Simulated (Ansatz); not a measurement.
Cu Kα1 powder pattern (kinematic, no thermal factors).
| 2θ (°) | relative intensity | assignment |
| --- | --- | --- |
| 20.91 | 23 | 1 0 0 |
| 29.73 | 60 | 1 1 0 |
| 36.63 | 56 | 1 1 1 |
| 42.55 | 100 | 2 0 0 |
| 47.87 | 7 | 2 1 0 |
| 52.77 | 24 | 2 1 1 |
| 61.74 | 56 | 2 2 0 |
| 65.95 | 3 | 3 0 0 |
| 70.02 | 12 | 3 1 0 |
| 73.98 | 12 | 3 1 1 |
| 77.87 | 17 | 2 2 2 |
| 85.50 | 15 | 3 2 1 |

The pattern is computed from a structure relaxed with DFT PBE, scalar-relativistic, plane waves, PAW in Ansatz 0.2.0. Collinear spin, ending at 1.1 μB a primitive cell. Its elements are F, Si.

Give the structure.

Si2F3.
Space group Pm-3m (No. 221). a = 4.246 Å, b = 4.246 Å, c = 4.246 Å, α = 90.00°, β = 90.00°, γ = 90.00°
| atom | site | symmetry | x | y | z |
| --- | --- | --- | --- | --- | --- |
| Si | 1a | m-3m | 0.0000 | 0.0000 | 0.0000 |
| Si | 1b | m-3m | 0.5000 | 0.5000 | 0.5000 |
| F | 3c | 4/mm.m | 0.0000 | 0.5000 | 0.5000 |

A pattern alone doesn't exclude other cells with like lines; this is the one computed.

Another cell of Si2F3 relaxed alike, in P6/mmm, lies 0.40 eV/atom lower, so this cell isn't the stable form at this level.

The structure comes from a generated guess; another structure or a mixture of phases may lie lower.
